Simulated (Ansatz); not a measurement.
NiGe in space group Pnma (No. 62; Ni on 4c, Ge on 4c) at seven volumes, the program Ansatz at the PBEsol level (PAW), shape and atoms relaxed at each. One row is withheld.

| V (Å³/atom) | P (GPa) |
|---|---|
| 11.924 | 18.04 |
| 12.317 | 10.94 |
| 12.710 | 5.00 |
| 13.103 | 0.00 |
| 13.496 | -4.17 |
| 13.889 | ? |
| 14.282 | -10.58 |

Q: Fit the shown pressures and predict the withheld one.

A: Third-order Birch–Murnaghan: P = (3/2)B₀(x^(7/2) − x^(5/2))[1 + (3/4)(B′ − 4)(x − 1)] with x = (V₀/V)^(2/3). Least squares on the six rows gives V₀ = 13.104 Å³/atom, B₀ = 151.7 GPa, B′ = 4.90. At V = 13.889, x = 0.9620 and P = -7.66 GPa. The run itself gave -7.62 GPa.

The PBEsol relaxation kept the symmetry of its start. The workflow began spin-polarised and lost its moments.

Potentials: the later of the program's two PAW sets.
